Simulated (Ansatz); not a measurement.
# Kick test of a cell of LiPr3N2

The cell was found from a structure generator's guess, not taken from experiment.

All numbers below come from DFT PBE, scalar-relativistic, plane waves, PAW, and for the lanthanide a 4f-in-core norm-conserving potential (Ansatz 0.2.0). Cutoff 660 eV; k points 12×12×4 on the computed 6-atom cell (Γ-centred); Gaussian smearing, width 0.10 eV; no spin polarisation.

The cell below (6 atoms, space group P-3m1 (No. 164)) is relaxed within its symmetry.

```cif
data_structure
_symmetry_space_group_name_H-M 'P 1'
_symmetry_Int_Tables_number 1
_cell_length_a 3.6647
_cell_length_b 3.6647
_cell_length_c 12.0975
_cell_angle_alpha 90.000
_cell_angle_beta 90.000
_cell_angle_gamma 120.000
_cell_volume 140.71
loop_
_atom_site_label
_atom_site_type_symbol
_atom_site_fract_x
_atom_site_fract_y
_atom_site_fract_z
_atom_site_occupancy
Li1 Li 0.00000 0.00000 0.00000 1
Pr1 Pr 0.33333 0.66667 0.26243 1
Pr2 Pr 0.66667 0.33333 0.73757 1
Pr3 Pr 0.00000 0.00000 0.50000 1
N1 N 0.33333 0.66667 0.63296 1
N2 N 0.66667 0.33333 0.36704 1
```

For the test a repeat of it with 12 atoms (edges 3.66, 3.66, 24.19 Å) was strained at random (σ = 1.5 % a component), the atoms were moved at random (σ = 0.10 Å), and all was relaxed again on a coarse 6×6×1 mesh (in the run’s order of axes) with 0.20 eV smearing, with no symmetry imposed.

Question: What happens?

Answer: It returns, within 1 meV/atom of the unmoved cell on that mesh and with the same symmetry when read at 0.1 Å (Cm at 0.01 Å, so small strains and shifts remain). No instability shows in this cell; modes of other wave vectors, which need another repeat, aren't tested.

The lanthanide is trivalent by construction, without f bands, f moments or other valences.
